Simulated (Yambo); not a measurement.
A G0W0@PBEsol run in Yambo for WS2 (space group P6_3/mmc, No. 194) (6×6×1 Γ-centred k mesh, bands 9 to 258 and a 6 Ry block in the screening, 258 bands in G with the Bruneval-Gonze terminator, plasmon pole fitted at 27.2 eV) gives these matrix elements, in eV, at the band edges (Γ → (0.167, 0.167, 0)):

| state | E0 | <Vxc> | <Σx> | <Σc(E0)> | Z |
|---|---|---|---|---|---|
| valence edge | 0.000 | -15.383 | -15.833 | 0.621 | 0.792 |
| conduction edge | 1.132 | -14.092 | -10.059 | -3.412 | 0.800 |

Problem. Solve the linearised quasiparticle equation for both states, give the gap, and say how exchange and correlation each act on it.

Solution. E = E0 + Z(Σx + Σc − Vxc). Valence: 0.000 + 0.792 × (-15.833 + (0.621) − (-15.383)) = 0.14 eV. Conduction: 1.132 + 0.800 × (-10.059 + (-3.412) − (-14.092)) = 1.63 eV. The gap is 1.49 eV, against 1.13 eV in PBEsol. Replacing Vxc by bare exchange alone would open it by 4.48 eV; correlation takes back 4.03 eV of that, and Z scales what is left. Nearest settings tried, and what they do to the gap: 3 Ry block (79 vectors against 205): -61 meV. Not varied: bands in G, bands in W, mesh. So the settings aren't converged at that level. 

Spin-orbit coupling is included.

Geometry of the Materials Project entry, not relaxed at this level; primitive cell a = b = 3.1842 Å, c = 12.9783 Å, α = β = 90.00°, γ = 120.00°.

The distance between layers or molecules is the database entry's, not relaxed here. Functionals without dispersion can leave it too large, which widens gaps and weakens the response across layers: the numbers belong to this cell.
